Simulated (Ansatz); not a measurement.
**Collinear states of MoS**

Computed with Ansatz 0.2.0, DFT PBE+U, scalar-relativistic, plane waves, PAW.

```cif
data_structure
_symmetry_space_group_name_H-M 'P 1'
_symmetry_Int_Tables_number 1
_cell_length_a 3.0056
_cell_length_b 3.0056
_cell_length_c 3.0056
_cell_angle_alpha 90.000
_cell_angle_beta 90.000
_cell_angle_gamma 90.000
_cell_volume 27.15
loop_
_atom_site_label
_atom_site_type_symbol
_atom_site_fract_x
_atom_site_fract_y
_atom_site_fract_z
_atom_site_occupancy
Mo1 Mo 0.00000 0.00000 0.00000 1
S1 S 0.50000 0.50000 0.50000 1
```

```
plane-wave cutoff                                : 420 eV
Γ-centred k-mesh                                 : 14×14×14
occupation rule                                  : Gaussian smearing, 0.05 eV
U_eff on Löwdin-orthogonalised atomic d orbitals : Mo 4 eV
list of starting moments (μB, in atom order)     : 3.5 0
check for lower electronic states after the SCF  : on
```

All runs keep this geometry, which isn't relaxed for the lowest state (largest force there 0.000 eV/Å, pressure 14.1 GPa) and needn't be a stable compound; relaxing each order would shift the differences by some 60 meV/atom, going by the pressures and a bulk modulus of about 150 GPa. Site moments are spin moments in atom-centred spheres that scale with the neighbour distance. The states are those that the runs reached from these starts; a lower one can exist. No antiferromagnetic start is among these.

Task: Order the starts by the energy of the state that they reach, lowest first.
A. large parallel starting moments
B. no spin

Result: A (0.00 meV/atom), B (76.4 meV/atom).

```
                          start ends energy above lowest (meV/atom) site moments (μB) gap on mesh (eV) P (GPa)
                        no spin non-magnetic                            76.4     none over 0.05             metal      1.7
large parallel starting moments ferromagnetic                            0.00  Mo +1.21, S -0.14             metal     14.1
```

Cost: 2 runs of about 2.3 core-minutes in all, on AMD EPYC 9R45 (Zen 5) (shared hosts).